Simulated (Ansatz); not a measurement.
ZnSnI₆ on the sites of CuSnF6 (No. 2): a relaxation of cell and atoms in Ansatz (PBEsol). It starts from a supercell of the end of a PBEsol relaxation, slightly strained and with each coordinate displaced at random by about 0.03 Å.

```yaml
crystal:
  lattice:
    - [7.0659975699, 0.0519970729, -0.0605500139]
    - [3.4212400369, 6.1458063847, 0.1053523442]
    - [0.0001542294, 3.8818416302, 6.5145367056]
  atoms:
    - { symbol: Zn, position: [-0.0047005927, 0.0037085366, -0.0039717385] }
    - { symbol: Sn, position: [0.5014068864, -0.0076592303, 0.4980210602] }
    - { symbol: I, position: [0.7534717406, 0.8380997837, 0.2488355753] }
    - { symbol: I, position: [0.2387915082, 0.173830171, 0.7557857794] }
    - { symbol: I, position: [0.5932443875, 0.4871606528, 0.7535116322] }
    - { symbol: I, position: [0.4023622408, 0.5066449093, 0.2431204593] }
    - { symbol: I, position: [0.0856568192, 0.16469604, 0.2386261411] }
    - { symbol: I, position: [0.9169358871, 0.8334756272, 0.7620955246] }
kpoints:
  mp_grid: { grid: [4, 4, 4] }
hamiltonian:
  xc: pbesol
scf:
  occupations: { method: fermi_dirac, width: 0.05 }
relax:
  f_tol: 0.01
  cell: {}
  max_steps: 120
output:
  write_density: true
  write_potential: true
  elf: true
  volumetric_format: npy
```

The trajectory has 6 recorded frames, each with positions in Å and forces in eV/Å. Some frames, the last among them, repeat a geometry solved again on a basis re-selected at its cell; pressure is positive in compression.

Step 1: energy 0.0 meV/atom from step 1, largest force component 0.452 eV/Å, pressure +0.61 GPa
```xyz
8
Lattice="7.0660 0.0520 -0.0605 3.4212 6.1458 0.1054 0.0002 3.8818 6.5145" Properties=species:S:1:pos:R:3:forces:R:3 pbc="T T T"
Zn   -0.0205    0.0071   -0.0252    0.1483   -0.0409   -0.0049
Sn    3.5168    1.9122    3.2132   -0.0342    0.4523    0.2456
I     8.1914    6.1559    1.6637    0.0447   -0.2728   -0.1979
I     2.2821    4.0146    4.9274    0.1042   -0.2738   -0.0584
I     5.8587    5.9499    4.9242   -0.1944    0.0450    0.0736
I     4.5765    4.0784    1.6128    0.1144    0.0478   -0.0513
I     1.1688    1.9430    1.5667   -0.1678    0.1040    0.0525
I     9.3307    8.1284    4.9970   -0.0153   -0.0616   -0.0591
```

Step 2: energy -0.9 meV/atom from step 1, largest force component 0.267 eV/Å, pressure -0.10 GPa
```xyz
8
Lattice="7.1035 0.0655 -0.0795 3.4508 6.1664 0.1094 -0.0099 3.9044 6.5300" Properties=species:S:1:pos:R:3:forces:R:3 pbc="T T T"
Zn   -0.0010    0.0224   -0.0300   -0.0059    0.0893    0.0125
Sn    3.5502    1.9605    3.1795    0.0091   -0.0211   -0.0320
I     8.2075    6.1152    1.5698    0.0210    0.0784    0.1488
I     2.3329    3.8847    4.9881   -0.0325    0.2668   -0.0356
I     5.8224    6.0703    4.9945    0.1473   -0.1097   -0.1009
I     4.7032    4.1199    1.5765   -0.1645   -0.0348    0.1368
I     1.0656    2.0083    1.6428    0.1205   -0.0961   -0.1098
I     9.4081    8.1961    4.9588   -0.0950   -0.1728   -0.0196
```

Step 3: energy -5.6 meV/atom from step 1, largest force component 0.051 eV/Å, pressure -0.03 GPa
```xyz
8
Lattice="7.0700 0.1009 -0.1092 3.4652 6.1622 0.1494 -0.0174 3.9468 6.6184" Properties=species:S:1:pos:R:3:forces:R:3 pbc="T T T"
Zn    0.0028   -0.0034   -0.0463   -0.0060   -0.0015    0.0195
Sn    3.5098    2.0223    3.2443    0.0162   -0.0202   -0.0507
I     8.2093    6.2083    1.6647    0.0089   -0.0079   -0.0220
I     2.3101    4.0030    5.0002   -0.0217    0.0290    0.0355
I     5.8379    6.0593    5.0171   -0.0415   -0.0041    0.0355
I     4.6509    4.1573    1.6420    0.0340    0.0043   -0.0215
I     1.1042    2.0036    1.6237    0.0156   -0.0194    0.0206
I     9.3639    8.1859    5.0597   -0.0054    0.0198   -0.0169
```

Step 4: energy -6.4 meV/atom from step 1, largest force component 0.010 eV/Å, pressure 0.00 GPa
```xyz
8
Lattice="7.0969 0.0959 -0.0826 3.4740 6.1808 0.1278 0.0039 3.9252 6.5416" Properties=species:S:1:pos:R:3:forces:R:3 pbc="T T T"
Zn   -0.0074   -0.0005   -0.0345    0.0005    0.0003   -0.0005
Sn    3.5381    2.0074    3.2122    0.0027    0.0024    0.0100
I     8.2463    6.1960    1.6350    0.0055   -0.0029   -0.0062
I     2.3238    3.9987    4.9593   -0.0044   -0.0002    0.0013
I     5.8736    6.0613    4.9733    0.0020   -0.0004    0.0030
I     4.6748    4.1495    1.6184   -0.0049    0.0049   -0.0037
I     1.1256    1.9930    1.6061    0.0001   -0.0061   -0.0044
I     9.4089    8.1940    4.9951   -0.0014    0.0020    0.0004
```

Step 5: energy -6.4 meV/atom from step 1, largest force component 0.004 eV/Å, pressure 0.00 GPa
```xyz
8
Lattice="7.0895 0.0930 -0.0713 3.4680 6.1830 0.1275 0.0127 3.9213 6.5420" Properties=species:S:1:pos:R:3:forces:R:3 pbc="T T T"
Zn   -0.0097   -0.0005   -0.0235   -0.0008    0.0003    0.0006
Sn    3.5400    2.0047    3.2240    0.0002   -0.0007    0.0005
I     8.2364    6.1922    1.6376   -0.0041    0.0018    0.0032
I     2.3225    3.9986    4.9617    0.0029   -0.0015   -0.0035
I     5.8749    6.0559    4.9789    0.0005    0.0038   -0.0028
I     4.6692    4.1467    1.6210    0.0003   -0.0041    0.0027
I     1.1311    1.9906    1.6031    0.0038    0.0013    0.0027
I     9.4059    8.1935    5.0018   -0.0027   -0.0009   -0.0032
```

Step 6: energy -6.4 meV/atom from step 1, largest force component 0.004 eV/Å, pressure 0.00 GPa
```xyz
8
Lattice="7.0895 0.0930 -0.0713 3.4680 6.1830 0.1275 0.0127 3.9213 6.5420" Properties=species:S:1:pos:R:3:forces:R:3 pbc="T T T"
Zn   -0.0097   -0.0005   -0.0235   -0.0008    0.0003    0.0006
Sn    3.5400    2.0047    3.2240    0.0002   -0.0007    0.0004
I     8.2364    6.1922    1.6376   -0.0041    0.0018    0.0032
I     2.3225    3.9986    4.9617    0.0029   -0.0015   -0.0035
I     5.8749    6.0559    4.9789    0.0005    0.0038   -0.0028
I     4.6692    4.1467    1.6210    0.0003   -0.0041    0.0027
I     1.1311    1.9906    1.6031    0.0038    0.0012    0.0026
I     9.4059    8.1935    5.0018   -0.0027   -0.0009   -0.0032
```

In 5 steps the volume changed by +0.8 %; between the first SCF and the last, each on a basis chosen for its cell, the energy fell by 6.4 meV an atom. At the end: space group R3 (No. 146), trigonal; a = 7.089 Å, c = 19.307 Å in the conventional setting, 35.02 Å³ an atom. Around Zn lie 6 I at 2.79–2.82 Å; around Sn lie 6 I at 2.90–2.91 Å; around I lie 1 Zn at 2.82 Å and 1 Sn at 2.90 Å; around I lie 1 Zn at 2.79 Å and 1 Sn at 2.91 Å.

Command: `ansatz run input.yaml --threads 4 --pin off --max-ram 4608MiB --backend cpu --events-out ev --progress --plain --runs-dir out`.

Q: It ran on 4 threads of Intel(R) Xeon(R) Platinum 8488C (Sapphire Rapids), on a shared host. About how long did it take, and what peak of host memory did it reach?

A: About 68 s, with a peak of 1.2 GiB.

Values at 0 K without nuclear motion; spin polarisation is off, and the phase may be a hypothetical one.
